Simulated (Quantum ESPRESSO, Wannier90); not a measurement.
Tight-binding from DFT: BaTiO3 (Amm2)

```
begin unit_cell_cart
ang
    3.9833300000    0.0000000000    0.0000000000
    0.0000000000    2.8625950000    2.8753400000
    0.0000000000   -2.8625950000    2.8753400000
end unit_cell_cart
begin atoms_frac
Ba   0.0000000000  0.0034100000  0.0034100000
Ti   0.5000000000 -0.4815000000 -0.4815000000
O    0.5000000000 -0.0215700000  0.4913500000
O    0.5000000000  0.4913500000 -0.0215700000
O    0.0000000000  0.4882000000  0.4882000000
end atoms_frac
```

Cell from Materials Project (mp-5777), symmetrised, no further relaxation. COD (Crystallography Open Database) has the formula in 5 space groups, this one among them (matched by group alone). Computed values, not measurements, from PBEsol: Quantum ESPRESSO (norm-conserving PseudoDojo potentials, cutoff 68 Ry, spinors with spin-orbit coupling) on a Γ-centred 6×6×6 mesh, then Wannier90. Density: 8×8×8 mesh, cold smearing 0.01 Ry.

A tight-binding model is made by disentanglement and projection with no localisation steps (num_iter = 0), so the 28 orbitals stay atom-like: hydrogen-like Ti: d; O: p, axes along x, y, z; frozen window up to 4.39 eV relative to the valence-band maximum. It follows pw.x to 0.3 meV rms for states up to 3.2 eV relative to the valence-band maximum. Matrix elements depend on this choice of orbitals and windows.

The 45 largest hoppings ⟨m,0|H|n,R⟩ between different sites (one of each Hermitian pair; signs follow the real orbitals' lobes; the list may end inside a set of equal values):

```json
[
 {"m": "O5 px↑", "n": "Ti2 dx2-y2↑", "R": "0 1 1", "distance of the centres (Å)": "2.00", "t (eV)": "-1.911", "Im t (eV)": "0.000"},
 {"m": "O5 px↓", "n": "Ti2 dx2-y2↓", "R": "0 1 1", "distance of the centres (Å)": "2.00", "t (eV)": "-1.911", "Im t (eV)": "0.000"},
 {"m": "Ti2 dx2-y2↑", "n": "O5 px↑", "R": "1 -1 -1", "distance of the centres (Å)": "2.00", "t (eV)": "1.911", "Im t (eV)": "0.000"},
 {"m": "Ti2 dx2-y2↓", "n": "O5 px↓", "R": "1 -1 -1", "distance of the centres (Å)": "2.00", "t (eV)": "1.911", "Im t (eV)": "0.000"},
 {"m": "O3 py↑", "n": "Ti2 dyz↑", "R": "0 0 1", "distance of the centres (Å)": "1.91", "t (eV)": "1.797", "Im t (eV)": "0.000"},
 {"m": "O3 py↓", "n": "Ti2 dyz↓", "R": "0 0 1", "distance of the centres (Å)": "1.91", "t (eV)": "1.797", "Im t (eV)": "0.000"},
 {"m": "O4 py↑", "n": "Ti2 dyz↑", "R": "0 1 0", "distance of the centres (Å)": "1.91", "t (eV)": "1.797", "Im t (eV)": "0.000"},
 {"m": "O4 py↓", "n": "Ti2 dyz↓", "R": "0 1 0", "distance of the centres (Å)": "1.91", "t (eV)": "1.797", "Im t (eV)": "0.000"},
 {"m": "O3 pz↑", "n": "Ti2 dx2-y2↑", "R": "0 0 1", "distance of the centres (Å)": "1.87", "t (eV)": "-1.394", "Im t (eV)": "0.000"},
 {"m": "O3 pz↓", "n": "Ti2 dx2-y2↓", "R": "0 0 1", "distance of the centres (Å)": "1.87", "t (eV)": "-1.394", "Im t (eV)": "0.000"},
 {"m": "O4 pz↑", "n": "Ti2 dx2-y2↑", "R": "0 1 0", "distance of the centres (Å)": "1.87", "t (eV)": "-1.394", "Im t (eV)": "0.000"},
 {"m": "O4 pz↓", "n": "Ti2 dx2-y2↓", "R": "0 1 0", "distance of the centres (Å)": "1.87", "t (eV)": "-1.394", "Im t (eV)": "0.000"},
 {"m": "O3 pz↑", "n": "Ti2 dyz↑", "R": "0 0 1", "distance of the centres (Å)": "1.90", "t (eV)": "1.291", "Im t (eV)": "0.000"},
 {"m": "O3 pz↓", "n": "Ti2 dyz↓", "R": "0 0 1", "distance of the centres (Å)": "1.90", "t (eV)": "1.291", "Im t (eV)": "0.000"},
 {"m": "O4 pz↑", "n": "Ti2 dyz↑", "R": "0 1 0", "distance of the centres (Å)": "1.90", "t (eV)": "-1.291", "Im t (eV)": "0.000"},
 {"m": "O4 pz↓", "n": "Ti2 dyz↓", "R": "0 1 0", "distance of the centres (Å)": "1.90", "t (eV)": "-1.291", "Im t (eV)": "0.000"},
 {"m": "O3 pz↑", "n": "Ti2 dyz↑", "R": "0 1 1", "distance of the centres (Å)": "2.16", "t (eV)": "-1.246", "Im t (eV)": "0.000"},
 {"m": "O3 pz↓", "n": "Ti2 dyz↓", "R": "0 1 1", "distance of the centres (Å)": "2.16", "t (eV)": "-1.246", "Im t (eV)": "0.000"},
 {"m": "O4 pz↑", "n": "Ti2 dyz↑", "R": "0 1 1", "distance of the centres (Å)": "2.16", "t (eV)": "1.246", "Im t (eV)": "0.000"},
 {"m": "O4 pz↓", "n": "Ti2 dyz↓", "R": "0 1 1", "distance of the centres (Å)": "2.16", "t (eV)": "1.246", "Im t (eV)": "0.000"},
 {"m": "O3 py↑", "n": "Ti2 dz2↑", "R": "0 0 1", "distance of the centres (Å)": "1.90", "t (eV)": "1.162", "Im t (eV)": "0.000"},
 {"m": "O3 py↓", "n": "Ti2 dz2↓", "R": "0 0 1", "distance of the centres (Å)": "1.90", "t (eV)": "1.162", "Im t (eV)": "0.000"},
 {"m": "O4 py↑", "n": "Ti2 dz2↑", "R": "0 1 0", "distance of the centres (Å)": "1.90", "t (eV)": "-1.162", "Im t (eV)": "0.000"},
 {"m": "O4 py↓", "n": "Ti2 dz2↓", "R": "0 1 0", "distance of the centres (Å)": "1.90", "t (eV)": "-1.162", "Im t (eV)": "0.000"},
 {"m": "O5 py↑", "n": "Ti2 dxy↑", "R": "0 1 1", "distance of the centres (Å)": "2.00", "t (eV)": "1.116", "Im t (eV)": "0.000"},
 {"m": "O5 py↓", "n": "Ti2 dxy↓", "R": "0 1 1", "distance of the centres (Å)": "2.00", "t (eV)": "1.116", "Im t (eV)": "0.000"},
 {"m": "Ti2 dxy↑", "n": "O5 py↑", "R": "1 -1 -1", "distance of the centres (Å)": "2.00", "t (eV)": "-1.116", "Im t (eV)": "0.000"},
 {"m": "Ti2 dxy↓", "n": "O5 py↓", "R": "1 -1 -1", "distance of the centres (Å)": "2.00", "t (eV)": "-1.116", "Im t (eV)": "0.000"},
 {"m": "O3 px↑", "n": "Ti2 dxy↑", "R": "0 0 1", "distance of the centres (Å)": "1.87", "t (eV)": "-1.082", "Im t (eV)": "0.000"},
 {"m": "O3 px↓", "n": "Ti2 dxy↓", "R": "0 0 1", "distance of the centres (Å)": "1.87", "t (eV)": "-1.082", "Im t (eV)": "0.000"},
 {"m": "O4 px↑", "n": "Ti2 dxy↑", "R": "0 1 0", "distance of the centres (Å)": "1.87", "t (eV)": "1.082", "Im t (eV)": "0.000"},
 {"m": "O4 px↓", "n": "Ti2 dxy↓", "R": "0 1 0", "distance of the centres (Å)": "1.87", "t (eV)": "1.082", "Im t (eV)": "0.000"},
 {"m": "O5 pz↑", "n": "Ti2 dxz↑", "R": "0 1 1", "distance of the centres (Å)": "2.00", "t (eV)": "1.079", "Im t (eV)": "0.000"},
 {"m": "O5 pz↓", "n": "Ti2 dxz↓", "R": "0 1 1", "distance of the centres (Å)": "2.00", "t (eV)": "1.079", "Im t (eV)": "0.000"},
 {"m": "Ti2 dxz↑", "n": "O5 pz↑", "R": "1 -1 -1", "distance of the centres (Å)": "2.00", "t (eV)": "-1.079", "Im t (eV)": "0.000"},
 {"m": "Ti2 dxz↓", "n": "O5 pz↓", "R": "1 -1 -1", "distance of the centres (Å)": "2.00", "t (eV)": "-1.079", "Im t (eV)": "0.000"},
 {"m": "O5 px↑", "n": "Ti2 dz2↑", "R": "0 1 1", "distance of the centres (Å)": "2.00", "t (eV)": "1.055", "Im t (eV)": "0.000"},
 {"m": "O5 px↓", "n": "Ti2 dz2↓", "R": "0 1 1", "distance of the centres (Å)": "2.00", "t (eV)": "1.055", "Im t (eV)": "0.000"},
 {"m": "Ti2 dz2↑", "n": "O5 px↑", "R": "1 -1 -1", "distance of the centres (Å)": "2.00", "t (eV)": "-1.055", "Im t (eV)": "0.000"},
 {"m": "Ti2 dz2↓", "n": "O5 px↓", "R": "1 -1 -1", "distance of the centres (Å)": "2.00", "t (eV)": "-1.055", "Im t (eV)": "0.000"},
 {"m": "O3 px↑", "n": "Ti2 dxz↑", "R": "0 0 1", "distance of the centres (Å)": "1.86", "t (eV)": "-0.992", "Im t (eV)": "0.000"},
 {"m": "O3 px↓", "n": "Ti2 dxz↓", "R": "0 0 1", "distance of the centres (Å)": "1.86", "t (eV)": "-0.992", "Im t (eV)": "0.000"},
 {"m": "O4 px↑", "n": "Ti2 dxz↑", "R": "0 1 0", "distance of the centres (Å)": "1.86", "t (eV)": "-0.992", "Im t (eV)": "0.000"},
 {"m": "O4 px↓", "n": "Ti2 dxz↓", "R": "0 1 0", "distance of the centres (Å)": "1.86", "t (eV)": "-0.992", "Im t (eV)": "0.000"},
 {"m": "O3 py↑", "n": "Ti2 dyz↑", "R": "0 1 1", "distance of the centres (Å)": "2.15", "t (eV)": "-0.958", "Im t (eV)": "0.000"}
]
```
